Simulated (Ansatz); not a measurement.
Input:

Al2Au:
```xyz
3
Lattice="-1.8341 1.8341 3.8580 1.8341 -1.8341 3.8580 1.8341 1.8341 -3.8580" Properties=species:S:1:pos:R:3 pbc="T T T"
Au     0.0000     0.0000     0.0000
Al     0.0000     0.0000     2.5892
Al     0.0000     0.0000     5.1268
```

This is the PBE-relaxed structure.

Question: All from DFT-PBE in the program Ansatz with PAW potentials, unless another level is named. Give the formation energy from the elements (no fitted shifts).

Answer: -0.20 eV/atom.

Question: Next, the density of states at the Fermi level?

Answer: 0.29 states/eV per atom (mean over ±0.08 eV).

Space group I4/mmm (MoSi2 or CaC2 type). A made-up cell: these elements were put on the sites of a structure type; neither database checked (COD, Materials Project) lists it. COD files the formula under space group No. 225, so this cell is another polymorph or a model. Whether it is the stable phase at ambient conditions was not checked. The PBE relaxation kept the symmetry of its start; its stability against distortions is not shown here. The references are the lowest solids computed at this level, not always the standard phases. Spin–orbit coupling is left out wherever it is not named.

Potentials: the earlier of the program's two PAW sets.
